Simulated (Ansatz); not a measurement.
Method: DFT PBE, scalar-relativistic, plane waves, PAW in Ansatz 0.2.0. Settings of the last relaxation (8-atom cell): 420 eV, 12×12×4 k points, Gaussian smearing of 0.10 eV, no spin polarisation.

Energies over the elements count from the elements' standard structures at the same level (O₂ as a molecule), with no fitted energy shifts.

**Question.** Propose a candidate for a hexagonal metal with formula Cd4Te3O, with a formation energy near −0.21 eV/atom and about 25 Å³ per atom, in a cell of 8 atoms.

**Answer.** Cd4Te3O, space group P-6m2 (No. 187). Around Cd on its first site lie 3 O at 2.72 Å, 1 Cd at 2.75 Å and 3 Te at 3.00 Å; Cd on its second site has 6 Te at 3.01–3.02 Å; Te on a site of symmetry 3m is surrounded by 6 Cd at 3.00–3.01 Å; O has 6 Cd at 2.72 Å; 1 more site not described.

```cif
data_structure
_symmetry_space_group_name_H-M 'P-6m2'
_symmetry_Int_Tables_number 187
_cell_length_a 4.0762
_cell_length_b 4.0762
_cell_length_c 14.0021
_cell_angle_alpha 90.000
_cell_angle_beta 90.000
_cell_angle_gamma 120.000
_cell_volume 201.48
loop_
_atom_site_label
_atom_site_type_symbol
_atom_site_symmetry_multiplicity
_atom_site_Wyckoff_symbol
_atom_site_fract_x
_atom_site_fract_y
_atom_site_fract_z
_atom_site_occupancy
Cd1 Cd 2 g 0.00000 0.00000 0.59808 1
Cd2 Cd 2 g 0.00000 0.00000 0.13538 1
Te1 Te 2 h 0.33333 0.66667 0.73083 1
Te2 Te 1 e 0.66667 0.33333 0.00000 1
O1 O 1 f 0.66667 0.33333 0.50000 1
```

| Property | Result |
| --- | --- |
| Volume per atom | 25.19 Å³ |
| Density | 6.99 g/cm³ |
| Energy over the elements | −0.21 eV/atom |
| Gap on the 12×12×4 mesh of the 8-atom cell | 0 eV (a metal) |

The cell was found from a structure generator's guess, not taken from experiment. Other answers may fit too; this one was computed.

Spin–orbit coupling, which can matter for Te, is left out. The reference form of Te is held partly by dispersion forces, which this level lacks. A structure relaxed within its symmetry needn't be a true minimum.
